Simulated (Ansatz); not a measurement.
## Property card for SnGe

SnGe:
```cif
data_Ge4Sn4
_chemical_formula_sum 'Ge4 Sn4'
_space_group_name_H-M_alt 'Fm-3m'
_space_group_IT_number 225
_space_group_name_Hall '-F 4 2 3'
_cell_length_a 5.80206
_cell_length_b 5.80206
_cell_length_c 5.80206
_cell_angle_alpha 90.000
_cell_angle_beta 90.000
_cell_angle_gamma 90.000
loop_
_atom_site_label
_atom_site_type_symbol
_atom_site_symmetry_multiplicity
_atom_site_Wyckoff_symbol
_atom_site_fract_x
_atom_site_fract_y
_atom_site_fract_z
_atom_site_occupancy
Ge1 Ge 4 a 0.00000 0.00000 0.00000 1
Sn1 Sn 4 b 0.50000 0.50000 0.50000 1
```
(The calculation used a cell of 2 atoms; values per cell refer to that cell.)

Space group Fm-3m (No. 225), rock salt; conventional cell a = b = c = 5.8021 Å, α = β = γ = 90.00°.

Method: PBE in the plane-wave PAW code Ansatz. Geometry: relaxed at this level of theory. Other levels are named where they apply.

### Cell and energy

| Property | Value |
|---|---|
| Volume per atom | 24.41 Å³ |
| Density | 6.51 g/cm³ |
| Formation energy from the elements (no fitted shifts) | 16 kJ/mol of atoms |

### Electronic structure

| Property | Result |
|---|---|
| Electronic character | metallic (no gap) |
| Density of states at the Fermi level | 0.54 states/eV per atom (mean over ±0.08 eV) |
| Gap with spin–orbit coupling | none (metallic) |

### Mechanics

| Quantity | Value |
|---|---|
| Bulk modulus (Birch–Murnaghan fit) | 56.2 GPa |
| Pressure derivative B′ | 4.8 |
| Elastic constants (relaxed ions, GPa) | C11 = 124, C12 = 22.0, C44 = 6.8 |
| Mechanical stability | stable (all eigenvalues of C positive) |
| Hill bulk and shear moduli | 56.0 and 17.5 GPa |
| Young's modulus | 47.5 GPa |
| Poisson's ratio | 0.36 |
| Debye temperature from the elastic constants | 189 K |

### Phonons

| Item | Result |
|---|---|
| Highest zone-centre frequency | 125 cm⁻¹ |
| Zone-centre stability | no imaginary mode at Γ |

### Charges

| Item | Value |
|---|---|
| Bader charges | Ge -0.29, Sn +0.29 e |

The cell is a constructed one: a structure type filled with these elements; neither database checked (COD, Materials Project) lists it. Whether it is the stable phase at ambient conditions was not checked. Symmetry was held in the PBE relaxation. As this level gives no gap, shear constants depend on the k-mesh and smearing (Fermi–Dirac, 0.1 eV here). As this level gives no gap, phonon frequencies hold no LO–TO term and depend on the k-mesh and smearing (Fermi–Dirac, 0.1 eV here). The references are the lowest solids computed at this level, not always the standard phases. Spin–orbit coupling is left out wherever it is not named.

Potentials: the later of the program's two PAW sets.
